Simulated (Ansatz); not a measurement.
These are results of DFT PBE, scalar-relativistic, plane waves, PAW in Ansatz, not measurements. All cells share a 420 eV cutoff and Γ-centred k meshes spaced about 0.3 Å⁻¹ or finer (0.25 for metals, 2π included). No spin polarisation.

A search over trial structures of Ti₆Ge gave this relaxed cell.

Space group C2 (No. 5). a = 9.381 Å, b = 5.011 Å, c = 5.089 Å, α = 90.00°, β = 97.48°, γ = 90.00°
```json
{"atom": "Ti", "site": "4c", "symmetry": "1", "x": "0.0462", "y": "0.5793", "z": "0.2674"}
{"atom": "Ti", "site": "4c", "symmetry": "1", "x": "0.2670", "y": "0.2731", "z": "0.0767"}
{"atom": "Ti", "site": "4c", "symmetry": "1", "x": "0.1554", "y": "0.1077", "z": "0.5272"}
{"atom": "Ge", "site": "2a", "symmetry": "2", "x": "0.0000", "y": "0.0806", "z": "0.0000"}
```

Problem. Is this structure dynamically stable?

Solution. As far as tested, yes. The phonons on a 2×2×1 q mesh of the computed 7-atom cell show no imaginary mode. (Phonon run: 8×8×6 k mesh, Gaussian smearing of 0.10 eV.) After random moves of the atoms it relaxes back. The optical modes at Γ run from 107 to 334 cm⁻¹. Ti on its first site is surrounded by 7 Ti at 2.62–2.86 Å, 2 Ge at 2.85–2.86 Å, 1 Ti at 3.08 Å, 1 Ti at 3.28 Å and 3 Ti at 3.49–3.69 Å; Ti on its second site is surrounded by 8 Ti at 2.63–2.97 Å and 2 Ge at 2.67–2.74 Å; Ti on its third site is surrounded by 9 Ti at 2.65–3.10 Å, 2 Ge at 2.89–2.97 Å, 1 Ti at 3.28 Å, 1 Ti at 3.49 Å and 1 Ti at 3.66 Å; around Ge lie 12 Ti at 2.67–2.97 Å.

Phonons of metals hang on the k mesh and the smearing.
